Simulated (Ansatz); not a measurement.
**Band structure of Sn**

```
Sn
1.0
     0.00000    3.24560    3.24560
     3.24560    0.00000    3.24560
     3.24560    3.24560    0.00000
Sn
2
Direct
  0.50000 0.50000 0.50000
  0.75000 0.75000 0.75000
```

Atom numbers follow the list: Sn1, Sn2.

The cell is COD entry 9008568, as deposited and not checked against the literature; nothing was relaxed.

No spin–orbit coupling, which matters for the heavy atoms here.

The calculation used DFT, PBEsol, all-electron LAPW, scalar-relativistic in Ansatz 0.2.0.

Numerical set-up: a Γ-centred 11×11×11 k mesh, Fermi–Dirac smearing of 0.05 eV, basis error target 1 meV/atom, no spin polarisation.

Points in fractions of the reciprocal vectors of this cell: Γ (0, 0, 0), X (0.5, 0, 0.5), U (0.625, 0.25, 0.625), K (0.375, 0.375, 0.75), L (0.5, 0.5, 0.5), W (0.5, 0.25, 0.75). The path joins them by straight lines in the order Γ–X–U–K–Γ–L–W–X; legs that retrace an earlier one aren't tabulated. Energies are in eV from the Fermi level.

Problem. Is there a gap?

Solution. None at this level of theory (metallic, semimetallic, or a small gap that the functional closes).

Problem. List the levels between -14 and 2 eV at the symmetry points.

Solution. 
Γ: -10.61, -0.68, 0.10 (×3)
X: -7.52 (×2), -2.45 (×2), 0.77 (×2)
U: -7.92, -7.03, -3.38, -2.09, 1.06
K: -7.92, -7.03, -3.38, -2.09, 1.06
L: -8.99, -6.31, -1.11 (×2), -0.05
W: -7.46 (×2), -3.05 (×2)
